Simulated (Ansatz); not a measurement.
Method: DFT PBE, scalar-relativistic, plane waves, PAW (Ansatz 0.2.0). All cells share a 420 eV cutoff and Γ-centred k meshes spaced about 0.3 Å⁻¹ or finer (0.25 for metals, 2π included). No spin polarisation in the final relaxations.

Temperature and zero-point effects are left out. All come from trial cells, and lower structures may exist.

Question: These unrelaxed guesses for HfBr3F2 are each relaxed within their symmetry. Order them by the energy at which they end, lowest first.
1.

```xyz
6
Lattice="4.0000 0.0000 0.0000 0.0000 4.0000 0.0000 0.0000 0.0000 8.6600" Properties=species:S:1:pos:R:3 pbc="T T T"
Hf    0.0000    0.0000    0.0000
Br    0.0000    0.0000    6.1573
Br    0.0000    0.0000    2.5027
Br    2.0000    2.0000    4.3300
F     0.0000    2.0000    0.0000
F     2.0000    0.0000    0.0000
```

2.

```xyz
12
Lattice="5.6000 0.0000 0.0000 0.0000 5.6000 0.0000 0.0000 0.0000 9.4000" Properties=species:S:1:pos:R:3 pbc="T T T"
Hf    2.8000    0.0000    0.0000
Hf    0.0000    2.8000    0.0000
Br    2.8000    2.8000    5.8468
Br    2.8000    2.8000    3.5532
Br    0.0000    2.8000    6.8902
Br    0.0000    2.8000    2.5098
Br    2.8000    0.0000    6.8902
Br    2.8000    0.0000    2.5098
F     1.4000    1.4000    0.0000
F     4.2000    4.2000    0.0000
F     4.2000    1.4000    0.0000
F     1.4000    4.2000    0.0000
```

3.

```xyz
6
Lattice="-2.0000 4.4000 3.9000 2.0000 -4.4000 3.9000 2.0000 4.4000 -3.9000" Properties=species:S:1:pos:R:3 pbc="T T T"
Hf    0.0000    0.0000    0.0000
Br    0.0000    0.0000    2.5038
Br    0.0000    6.2920    0.0000
Br    0.0000    2.5080    0.0000
F     0.0000    0.0000    5.8968
F     2.0000    0.0000    0.0000
```

Answer: 2 (ends in P4/mmm, 0 meV/atom), 3 (ends in Imm2, 109 meV/atom), 1 (ends in P4/mmm, 190 meV/atom).

Weakly bound directions are ill-defined at this level, which has no dispersion term (P4/mmm at 38.6 Å³/atom, Imm2, P4/mmm at 32.2 Å³/atom), and this can change margins and order among such cells. These runs have no spin–orbit coupling, which can matter for Hf. In Imm2, P4/mmm at 32.2 Å³/atom an odd number of electrons in the primitive cell allows no gap without spin; a larger cell or a magnetic state could open one. A magnetic state wasn't ruled out in cells without spin, among them Imm2, P4/mmm at 32.2 Å³/atom. Cells relaxed within their symmetry can be saddle points. Some structure types and database cells were kept out of the candidates from the start, so a known form may be missing.
